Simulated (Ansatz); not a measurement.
Input file for Ansatz (a first-principles code):

Ansatz 0.2 input:
```yaml
crystal:
  lattice:
    - [0.0, 2.8000693539, 2.8000693539]
    - [2.8000693539, 0.0, 2.8000693539]
    - [2.8000693539, 2.8000693539, 0.0]
  atoms:
    - { symbol: In, position: [0.5, 0.5, 0.5] }
    - { symbol: As, position: [0.0, 0.0, 0.0] }
kpoints:
  mp_grid: { grid: [26, 26, 26] }
hamiltonian:
  xc: lda
  pseudopotentials: { kind: paw }
scf:
  occupations: { method: fermi_dirac, width: 0.1 }
elastic: { mode: relaxed_ion, stencil: two_point, amplitude: 0.005, f_tol: 0.0005 }
```

Output (shortened):

```
Pseudopotential: In, paw, valence charge 13
Pseudopotential: As, paw, valence charge 15
Functional definition: SPW92
Crystal: 2 atoms, lattice volume = 43.907 Å³
Basis set: ecut = 420 eV, 869 PW (Γ)
Bands: 18, of which v1, the nominal top of the filled ones, is band 14 counted from 1 (13 counted from 0)
Symmetry: 48 space group operations
Space group: Fm-3m (ITA 225), of the structure as read, at distance tolerance 3.5e-5 Å
k-points: 511 of 17576
SCF iter   1: F=—  HF=-10231.004459 eV  |F-HF|=—  |Δ(HF+E_count)|=         —  Δρ=7.95e-3  dr2=1.85e-2  ethr=1.77e-3  ⟨swp⟩=5.2  Hψ=43672  notcnv=0
preconditioner: auto → Kerker (q_TF=auto, 2.531 Å⁻¹)
SCF iter   2: F=—  HF=-10230.998767 eV  |F-HF|=—  |Δ(HF+E_count)|=   5.69e-3  Δρ=4.34e-3  dr2=5.93e-3  ethr=6.60e-5  ⟨swp⟩=1.1  Hψ=13792  notcnv=0
SCF iter   3: F=—  HF=-10230.997088 eV  |F-HF|=—  |Δ(HF+E_count)|=   1.68e-3  Δρ=7.94e-4  dr2=3.95e-4  ethr=2.12e-5  ⟨swp⟩=2.0  Hψ=11811  notcnv=0
SCF iter   4: F=—  HF=-10230.996975 eV  |F-HF|=—  |Δ(HF+E_count)|=   1.13e-4  Δρ=3.42e-4  dr2=4.72e-5  ethr=1.41e-6  ⟨swp⟩=2.0  Hψ=16383  notcnv=0
SCF iter   5: F=—  HF=-10230.996965 eV  |F-HF|=—  |Δ(HF+E_count)|=   1.00e-5  Δρ=7.97e-5  dr2=2.88e-6  ethr=1.68e-7  ⟨swp⟩=2.0  Hψ=15482  notcnv=0
SCF iter   6: F=—  HF=-10230.996965 eV  |F-HF|=—  |Δ(HF+E_count)|=   3.56e-7  Δρ=1.90e-5  dr2=1.16e-7  ethr=1.03e-8  ⟨swp⟩=2.0  Hψ=16358  notcnv=0
SCF iter   7: F=—  HF=-10230.996965 eV  |F-HF|=—  |Δ(HF+E_count)|=   1.34e-8  Δρ=6.00e-6  dr2=1.06e-8  ethr=4.13e-10  ⟨swp⟩=2.0  Hψ=16244  notcnv=0
SCF iter   8: F=—  HF=-10230.996965 eV  |F-HF|=—  |Δ(HF+E_count)|=   2.31e-9  Δρ=1.00e-6  dr2=5.51e-10  ethr=3.80e-11  ⟨swp⟩=2.2  Hψ=13992  notcnv=0
SCF iter  11: F=-10230.996965 eV  HF=-10230.996965 eV  |F-HF|=0.00e0  |Δ(HF+E_count)|=  3.64e-12  Δρ=5.45e-9  dr2=7.18e-15  ethr=1.00e-12  ⟨swp⟩=4.4  Hψ=31253  notcnv=0
SCF 1 converged in 11 iterations: F = -10230.996965 eV  dr2 = 7.18e-15
Crystal: 2 atoms, lattice volume = 43.688 Å³
Symmetry: 16 space group operations
k-points: 1330 of 17576
iter 1 solved again at ethr=1.30e-7 eV; its pass at ethr=3.10e-3 eV (dr2=3.64e-5 eV) is discarded
SCF iter   1: F=—  HF=-10230.996328 eV  |F-HF|=—  |Δ(HF+E_count)|=         —  Δρ=2.47e-4  dr2=3.40e-5  ethr=1.30e-7  ⟨swp⟩=3.1  Hψ=143405  notcnv=0
preconditioner: auto → Kerker (q_TF=auto, 2.533 Å⁻¹)
SCF iter   2: F=—  HF=-10230.996321 eV  |F-HF|=—  |Δ(HF+E_count)|=   6.71e-6  Δρ=1.53e-4  dr2=1.26e-5  ethr=1.21e-7  ⟨swp⟩=1.0  Hψ=23943  notcnv=0
SCF iter   3: F=—  HF=-10230.996318 eV  |F-HF|=—  |Δ(HF+E_count)|=   3.08e-6  Δρ=3.17e-5  dr2=6.18e-7  ethr=4.49e-8  ⟨swp⟩=2.9  Hψ=42813  notcnv=0
SCF iter   4: F=—  HF=-10230.996318 eV  |F-HF|=—  |Δ(HF+E_count)|=   1.41e-7  Δρ=1.51e-5  dr2=9.69e-8  ethr=2.21e-9  ⟨swp⟩=2.0  Hψ=42696  notcnv=0
SCF iter   5: F=—  HF=-10230.996318 eV  |F-HF|=—  |Δ(HF+E_count)|=  9.13e-10  Δρ=3.57e-6  dr2=7.34e-9  ethr=3.46e-10  ⟨swp⟩=1.8  Hψ=29411  notcnv=0
SCF iter   6: F=—  HF=-10230.996318 eV  |F-HF|=—  |Δ(HF+E_count)|=  2.15e-10  Δρ=1.07e-6  dr2=5.65e-10  ethr=2.62e-11  ⟨swp⟩=2.6  Hψ=35078  notcnv=0
SCF iter   7: F=—  HF=-10230.996318 eV  |F-HF|=—  |Δ(HF+E_count)|=  5.46e-11  Δρ=2.01e-7  dr2=1.49e-11  ethr=2.02e-12  ⟨swp⟩=2.7  Hψ=43927  notcnv=0
SCF iter   8: F=—  HF=-10230.996318 eV  |F-HF|=—  |Δ(HF+E_count)|=  3.64e-12  Δρ=3.98e-8  dr2=6.89e-13  ethr=5.31e-14 (applied; sched 1.00e-12)  ⟨swp⟩=2.7  Hψ=37941  notcnv=0
SCF iter   9: F=-10230.996318 eV  HF=-10230.996318 eV  |F-HF|=3.64e-12  |Δ(HF+E_count)|=    0.00e0  Δρ=9.14e-9  dr2=4.10e-14  ethr=1.00e-12  ⟨swp⟩=4.1  Hψ=79323  notcnv=0
SCF 2 converged in 9 iterations: F = -10230.996318 eV  dr2 = 4.10e-14
Crystal: 2 atoms, lattice volume = 44.127 Å³
iter 1 solved again at ethr=1.50e-10 eV; its pass at ethr=3.10e-3 eV (dr2=4.21e-8 eV) is discarded
SCF iter   1: F=—  HF=-10230.996523 eV  |F-HF|=—  |Δ(HF+E_count)|=         —  Δρ=7.81e-6  dr2=4.54e-8  ethr=1.50e-10  ⟨swp⟩=2.8  Hψ=134333  notcnv=0
preconditioner: auto → Kerker (q_TF=auto, 2.529 Å⁻¹)
SCF iter   2: F=—  HF=-10230.996523 eV  |F-HF|=—  |Δ(HF+E_count)|=   1.06e-8  Δρ=4.33e-6  dr2=1.35e-8  ethr=1.50e-10  ⟨swp⟩=1.4  Hψ=25515  notcnv=0
SCF iter   3: F=—  HF=-10230.996523 eV  |F-HF|=—  |Δ(HF+E_count)|=   4.12e-9  Δρ=1.07e-6  dr2=8.32e-10  ethr=4.82e-11  ⟨swp⟩=2.2  Hψ=41649  notcnv=0
SCF iter   4: F=—  HF=-10230.996523 eV  |F-HF|=—  |Δ(HF+E_count)|=  5.89e-10  Δρ=4.15e-7  dr2=5.12e-11  ethr=2.97e-12  ⟨swp⟩=2.0  Hψ=42730  notcnv=0
SCF iter   5: F=—  HF=-10230.996523 eV  |F-HF|=—  |Δ(HF+E_count)|=  1.82e-11  Δρ=7.80e-8  dr2=2.09e-12  ethr=1.83e-13 (applied; sched 1.00e-12)  ⟨swp⟩=2.7  Hψ=35427  notcnv=0
SCF iter   6: F=—  HF=-10230.996523 eV  |F-HF|=—  |Δ(HF+E_count)|=    0.00e0  Δρ=2.08e-8  dr2=2.23e-13  ethr=7.47e-15 (applied; sched 1.00e-12)  ⟨swp⟩=2.0  Hψ=35845  notcnv=0
SCF iter   7: F=-10230.996523 eV  HF=-10230.996523 eV  |F-HF|=3.64e-12  |Δ(HF+E_count)|=    0.00e0  Δρ=4.37e-9  dr2=9.20e-15  ethr=1.00e-12  ⟨swp⟩=4.0  Hψ=71610  notcnv=0
SCF 3 converged in 7 iterations: F = -10230.996523 eV  dr2 = 9.20e-15
Crystal: 2 atoms, lattice volume = 43.907 Å³
Symmetry: 8 space group operations
k-points: 2471 of 17576
iter 1 solved again at ethr=7.64e-8 eV; its pass at ethr=3.10e-3 eV (dr2=2.14e-5 eV) is discarded
SCF iter   1: F=—  HF=-10230.996899 eV  |F-HF|=—  |Δ(HF+E_count)|=         —  Δρ=1.41e-4  dr2=5.46e-6  ethr=7.64e-8  ⟨swp⟩=2.8  Hψ=248527  notcnv=0
preconditioner: auto → Kerker (q_TF=auto, 2.531 Å⁻¹)
SCF iter   2: F=—  HF=-10230.996897 eV  |F-HF|=—  |Δ(HF+E_count)|=   2.01e-6  Δρ=8.57e-5  dr2=2.17e-6  ethr=1.95e-8  ⟨swp⟩=1.0  Hψ=44478  notcnv=0
SCF iter   3: F=—  HF=-10230.996898 eV  |F-HF|=—  |Δ(HF+E_count)|=   3.94e-7  Δρ=8.84e-6  dr2=5.16e-8  ethr=7.74e-9  ⟨swp⟩=1.6  Hψ=46202  notcnv=0
SCF iter   4: F=—  HF=-10230.996898 eV  |F-HF|=—  |Δ(HF+E_count)|=   1.64e-8  Δρ=2.20e-6  dr2=2.71e-9  ethr=1.84e-10  ⟨swp⟩=2.4  Hψ=63738  notcnv=0
SCF iter   5: F=—  HF=-10230.996898 eV  |F-HF|=—  |Δ(HF+E_count)|=  5.82e-10  Δρ=9.36e-7  dr2=4.44e-10  ethr=9.68e-12  ⟨swp⟩=2.0  Hψ=79255  notcnv=0
SCF iter   6: F=—  HF=-10230.996898 eV  |F-HF|=—  |Δ(HF+E_count)|=  2.11e-10  Δρ=4.06e-7  dr2=6.13e-11  ethr=1.59e-12  ⟨swp⟩=2.0  Hψ=79286  notcnv=0
SCF iter   7: F=—  HF=-10230.996898 eV  |F-HF|=—  |Δ(HF+E_count)|=  2.55e-11  Δρ=1.14e-7  dr2=4.59e-12  ethr=2.19e-13 (applied; sched 1.00e-12)  ⟨swp⟩=2.0  Hψ=78921  notcnv=0
SCF iter   8: F=—  HF=-10230.996898 eV  |F-HF|=—  |Δ(HF+E_count)|=  3.64e-12  Δρ=2.47e-8  dr2=1.85e-13  ethr=1.64e-14 (applied; sched 1.00e-12)  ⟨swp⟩=2.2  Hψ=67487  notcnv=0
SCF iter   9: F=-10230.996898 eV  HF=-10230.996898 eV  |F-HF|=0.00e0  |Δ(HF+E_count)|=    0.00e0  Δρ=4.49e-9  dr2=5.91e-15  ethr=1.00e-12  ⟨swp⟩=4.0  Hψ=131917  notcnv=0
SCF 4 converged in 9 iterations: F = -10230.996898 eV  dr2 = 5.91e-15
Crystal: 2 atoms, lattice volume = 43.907 Å³
iter 1 solved again at ethr=6.29e-11 eV; its pass at ethr=3.10e-3 eV (dr2=1.76e-8 eV) is discarded
SCF iter   1: F=—  HF=-10230.996898 eV  |F-HF|=—  |Δ(HF+E_count)|=         —  Δρ=5.58e-6  dr2=1.72e-8  ethr=6.29e-11  ⟨swp⟩=2.7  Hψ=247724  notcnv=0
preconditioner: auto → Kerker (q_TF=auto, 2.531 Å⁻¹)
SCF iter   2: F=—  HF=-10230.996898 eV  |F-HF|=—  |Δ(HF+E_count)|=   4.28e-9  Δρ=3.38e-6  dr2=6.20e-9  ethr=6.13e-11  ⟨swp⟩=1.0  Hψ=44478  notcnv=0
SCF iter   3: F=—  HF=-10230.996898 eV  |F-HF|=—  |Δ(HF+E_count)|=   2.21e-9  Δρ=4.95e-7  dr2=1.42e-10  ethr=2.21e-11  ⟨swp⟩=2.0  Hψ=54600  notcnv=0
SCF iter   4: F=—  HF=-10230.996898 eV  |F-HF|=—  |Δ(HF+E_count)|=  7.64e-11  Δρ=2.36e-7  dr2=2.11e-11  ethr=5.06e-13 (applied; sched 1.00e-12)  ⟨swp⟩=2.0  Hψ=79391  notcnv=0
SCF iter   5: F=—  HF=-10230.996898 eV  |F-HF|=—  |Δ(HF+E_count)|=  3.64e-12  Δρ=8.48e-8  dr2=3.08e-12  ethr=7.54e-14 (applied; sched 1.00e-12)  ⟨swp⟩=2.1  Hψ=63856  notcnv=0
SCF iter   6: F=—  HF=-10230.996898 eV  |F-HF|=—  |Δ(HF+E_count)|=    0.00e0  Δρ=2.04e-8  dr2=2.00e-13  ethr=1.10e-14 (applied; sched 1.00e-12)  ⟨swp⟩=2.2  Hψ=77831  notcnv=0
SCF iter   7: F=-10230.996898 eV  HF=-10230.996898 eV  |F-HF|=1.82e-12  |Δ(HF+E_count)|=  1.82e-12  Δρ=3.82e-9  dr2=6.08e-15  ethr=1.00e-12  ⟨swp⟩=4.0  Hψ=132448  notcnv=0
SCF 5 converged in 7 iterations: F = -10230.996898 eV  dr2 = 6.08e-15
SCF converged after 11 iterations
Free energy (F): -10230.996965 eV
Harris-Foulkes:  -10230.996965 eV  (|F-HF|=0.00e0)
Internal energy: -10230.962694 eV  (E = F + TS)
E sigma→0 (E₀):  -10230.979830 eV
Entropy (-TS):   -0.034271 eV (-17.136 meV/atom)
Fermi energy:    10.730728 eV
--- Per-component energies (eV) ---
  E_band       = -235.553024
  E_kinetic    = 348.452140
  E_local      = -2679.948750  (includes V_loc(G=0)·N_el)
  E_nonlocal   = -295.287761
  E_hartree    = 1324.340283
  E_xc         = -293.408079
  E_vxc        = -181.835074  (∫ρ·V_xc dr)
  E_paw        = -5768.628684  (= ΣΔE_a)
  E_vpaw       = -75.614180  (= ΣTr[D̂ρ^β])
  E_aug_tail   = 0.000033  (compensation charges beyond the density's cutoff)
  E_ewald      = -2868.841642
  E_core_change = 2.359766  (= ΣΔE_core)
  E_smearing   = -0.034271  (= −TS)
  E_closure    = 0.000000  (closes the sum)
  Σ components = -10230.996965   (vs F -10230.996965, Δ=0.00e0)
  [band-id]    e_kinetic+e_local+e_nonlocal+2·e_hartree+e_vxc+e_vpaw+e_augmentation_tail = -235.553026   (vs E_band -235.553024, Δ=-1.93e-6)
--- Forces (eV/Å), atoms counted from 1 ---
  atom   1  In     0.00000000     0.00000000     0.00000000
  atom   2  As     0.00000000     0.00000000     0.00000000
  max |Σ_I F_I| component: 0.0 eV/Å
--- Stress (GPa, compression-positive) ---
        0.066479       0.000000       0.000000
        0.000000       0.066479       0.000000
        0.000000       0.000000       0.066479
  P = ⅓ Tr σ = 0.0665 GPa (0.665 kbar)
--- Band table (eV; the first three rows and the last of 511) ---
  k-point 0: bands = ["-24.5673", "-24.5673", "-24.5586", "-24.5586", "-24.5586", "-3.5991", "-3.5991", "-3.5730", "-3.5730", "-3.5730", "-1.9776", "10.4424", "10.4870", "10.4870", "10.4870", "18.0857", "18.0857", "18.0857"]
  k-point 1: bands = ["-24.5673", "-24.5673", "-24.5586", "-24.5586", "-24.5586", "-3.5999", "-3.5999", "-3.5731", "-3.5722", "-3.5722", "-1.9598", "9.8309", "10.4903", "10.4903", "11.0705", "17.8024", "18.0352", "18.0352"]
  k-point 2: bands = ["-24.5673", "-24.5673", "-24.5586", "-24.5586", "-24.5586", "-3.6024", "-3.6024", "-3.5733", "-3.5697", "-3.5697", "-1.9065", "9.1808", "10.5002", "10.5002", "11.6332", "17.3563", "17.7678", "17.7678"]
  k-point 510: bands = ["-24.5675", "-24.5664", "-24.5581", "-24.5577", "-24.5566", "-3.8776", "-3.6125", "-3.5611", "-3.5424", "-3.4680", "1.0567", "5.6778", "6.4991", "6.8030", "13.0148", "15.1173", "17.3309", "18.0982"]
--- Elastic constants: 2 strain directions × 2 members + reference (group order 48) ---
  dense FFT box of the reference and of every strained cell: 27×27×27
  strains applied: 11, 23; error gains: componentwise 1.00 (the most a stress slope's error grows in a printed constant), spectral 1.73 (1 for all six strains …
  C = ∂σ_k/∂η_j (tension-positive GPa; Voigt order 11 22 33 23 13 12):
       159.345     35.171     35.171      0.000      0.000      0.000
        35.171    159.345     35.171      0.000      0.000      0.000
        35.171     35.171    159.345      0.000      0.000      0.000
         0.000      0.000      0.000     19.995      0.000      0.000
         0.000      0.000      0.000      0.000     19.995      0.000
         0.000      0.000      0.000      0.000      0.000     19.995
  reference stress σ⁰ (GPa):     -0.066     -0.066     -0.066      0.000      0.000      0.000
  C* (energy form; C + prestress term) asymmetry max|C*_kj − C*_jk| = 2.842e-14 GPa — a small one proves nothing (zero by symmetry where the batch's group is …
  moduli (Voigt/Reuss/Hill, GPa): K = 76.56/76.56/76.56   G = 36.83/27.44/32.13   E = 84.57   ν = 0.316
  mechanically stable: yes (min eigenvalue of sym C = 20.00 GPa)
  where every solve meets its electron count the energy-path curvature estimates C_jj along a normal strain and C_jj − ¼(σ⁰_aa + σ⁰_bb) along a shear (ab), of …
  strain η (Voigt 11):  stress-route row diagonal C_11 = 159.34 GPa, energy-path curvature d²(F+E_count+ΔE)/dδ²/Ω₀ = 159.31 GPa
         δ    σ_11 (GPa)             F (eV)   n_scf  n_hpsi   n_pw
    -5.000e-3      -0.8876      -10230.9963177       9  505427    883   relax 0 steps, max|allowed force component| 0.0 eV/Å
     5.000e-3       0.7058      -10230.9965226       7  414007    889   relax 0 steps, max|allowed force component| 0.0 eV/Å
  strain η (Voigt 23):  stress-route row diagonal C_44 = 20.00 GPa, energy-path curvature d²(F+E_count+ΔE)/dδ²/Ω₀ = 20.04 GPa
         δ    σ_23 (GPa)             F (eV)   n_scf  n_hpsi   n_pw
    -5.000e-3      -0.1000      -10230.9968976       9  889789    885   relax 0 steps, max|allowed force component| 0.0 eV/Å
     5.000e-3       0.1000      -10230.9968976       7  750346    885   relax 0 steps, max|allowed force component| 0.0 eV/Å
```

Cost: about 5 core-minutes (a rough figure) on shared cores.

The workflow started from a Materials Project entry (that database holds measured and hypothetical structures alike); the Crystallography Open Database copy checked does not list it. It is not the phase usual at ambient conditions (space group No. 216). Symmetry was held in the LDA relaxation; of distortions, only those at the zone centre were tested. As this level gives no gap, shear constants depend on the k-mesh and smearing (Fermi–Dirac, 0.1 eV here). Spin–orbit coupling is left out wherever it is not named.

Potentials: the later of the program's two PAW sets.

Ansatz is a plane-wave DFT program.
